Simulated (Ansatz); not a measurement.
## P, first-principles data

P:
```xyz
2
Lattice="1.7139 0.9895 2.9141 -1.7139 0.9895 2.9141 0.0000 -1.9790 2.9141" Properties=species:S:1:pos:R:3 pbc="T T T"
P      0.0000     0.0000     2.0440
P      0.0000     0.0000     6.6984
```

Space group R-3m (No. 166), A7 (α-As type); conventional cell a = b = 3.428 Å, c = 8.742 Å, α = β = 90.00°, γ = 120.00°.

Method: plane-wave PAW LDA (Ansatz code). Structure relaxed to zero pressure with the same functional. Other levels are named where they apply.

### Cell and energy

```
Quantity              Value
---------------  ----------
Volume per atom    14.83 Å³
Density          3.47 g/cm³
```

### Electronic structure

```
Property                                                                     Value
------------------------------------  --------------------------------------------
Electronic character                                             metallic (no gap)
Density of states at the Fermi level  0.18 states/eV per atom (mean over ±0.08 eV)
```

### Mechanics

```
Property                                                                                                      Value
--------------------------------------------  ---------------------------------------------------------------------
Elastic constants (relaxed ions, GPa)         C11 = 196, C12 = 59.2, C13 = 28.0, C14 = -38.2, C33 = 89.2, C44 = 106
Mechanical stability                                                         stable (all eigenvalues of C positive)
Hill bulk and shear moduli                                                                        72.5 and 70.4 GPa
Young's modulus                                                                                             159 GPa
Poisson's ratio                                                                                                0.13
Debye temperature from the elastic constants                                                                  599 K
```

### Phonons

```
Item                                           Result
-----------------------------  ----------------------
Highest zone-centre frequency               339 cm^-1
Zone-centre stability          no imaginary mode at Γ
```

This is a known high-pressure phase of the composition, computed here at zero pressure and temperature. Symmetry was held in the LDA relaxation. As this level gives no gap, shear constants depend on the k-mesh and smearing (Fermi–Dirac, 0.1 eV here). As this level gives no gap, phonon frequencies hold no LO–TO term and depend on the k-mesh and smearing (Fermi–Dirac, 0.1 eV here).

Potentials: the later of the program's two PAW sets.
